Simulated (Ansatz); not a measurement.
SnSe:
```
CELL_PARAMETERS angstrom
     11.51219     0.00000     0.00000
      0.00000     4.17434     0.00000
      0.00000     0.00000     4.37092
ATOMIC_POSITIONS crystal
  Sn 0.61870 0.75000 0.40758
  Sn 0.38130 0.25000 0.59242
  Sn 0.88130 0.25000 0.90758
  Sn 0.11870 0.75000 0.09242
  Se 0.14263 0.25000 0.52265
  Se 0.85737 0.75000 0.47735
  Se 0.35737 0.75000 0.02265
  Se 0.64263 0.25000 0.97735
```

DFT-PBE+D3(BJ) in the program Ansatz with PAW potentials gives a gap of 0.43 eV without spin–orbit coupling, maximum on the Γ–Z line, 70 % of the way from Γ, minimum on the Y–Γ line, 35 % of the way from Y.

Task: What happens when spin–orbit coupling is switched on?

Result: The gap drops by 0.04 eV, to 0.39 eV; maximum on the Γ–Z line, 70 % of the way from Γ, minimum on the Y–Γ line, 35 % of the way from Y.

Task: Give the electron effective mass with spin–orbit coupling.

Result: 0.064, 0.13, 1.1 mₑ (principal values).

Task: Give the hole effective mass with spin–orbit coupling.

Result: 0.13, 0.24, 0.51 mₑ (principal values).

Space group Pnma. The cell was relaxed with PBE+D3(BJ) under the symmetry of its start.

Potentials: the earlier of the program's two PAW sets.
